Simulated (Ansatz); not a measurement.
ZnO (wurtzite, space group No. 186), PBE in the plane-wave PAW code Ansatz. The conduction-band minimum lies at Γ, with 1 equivalent valley. Second derivatives d²E/dk² of the lowest band at one valley (eV·Å²), along Cartesian directions:

| direction | d²E/dk² |
|---|---|
| [100] | 56.04 |
| [010] | 56.04 |
| [001] | 55.60 |
| [110] | 56.04 |
| [101] | 55.82 |
| [011] | 55.82 |

Q: Find the principal effective masses, the density-of-states mass and the conductivity mass.

A: Off-diagonal terms follow from H_xy = H[110] − (H_xx + H_yy)/2, and m*/mₑ = 7.620 eV·Å² over each eigenvalue: 0.14, 0.14, 0.14. One valley's DOS mass (m₁m₂m₃)^(1/3) = 0.14, conductivity mass 3/(Σ 1/mᵢ) = 0.14 mₑ.

Q: What effective density of states Nc follows at 300 K for parabolic valleys?

A: Nc = 2.509e19 × 1 × (0.14)^(3/2) ≈ 1.3e18 cm⁻³.

Space group P6_3mc (wurtzite). The PBE relaxation kept the symmetry of its start.

Potentials: the later of the program's two PAW sets.

Edges and masses are those of Kohn–Sham bands, whose gap is no quasiparticle gap.
